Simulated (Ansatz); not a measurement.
ZnGeP2:
```xyz
8
Lattice="-2.7120 2.7120 5.3549 2.7120 -2.7120 5.3549 2.7120 2.7120 -5.3549" Properties=species:S:1:pos:R:3 pbc="T T T"
Zn     0.0000     2.7120     2.6775
Zn     0.0000     0.0000     0.0000
Ge     2.7120     0.0000     2.6775
Ge     0.0000     0.0000     5.3549
P      1.3560     1.3650    -1.3387
P      1.3560     1.3470     4.0162
P      4.0589     1.3560     1.3387
P     -1.3470     1.3560     6.6936
```

Plane-wave PAW PBEsol (Ansatz code) gives a gap of 1.07 eV without spin–orbit coupling, maximum at Γ, minimum on the M–S line, 34 % of the way from M.

Q: What happens when spin–orbit coupling is switched on?

A: The gap drops by 0.01 eV, to 1.06 eV; maximum at Γ, minimum on the M–S line, 34 % of the way from M.

Space group I-42d (chalcopyrite). The PBEsol relaxation kept the symmetry of its start.

Potentials: the later of the program's two PAW sets.
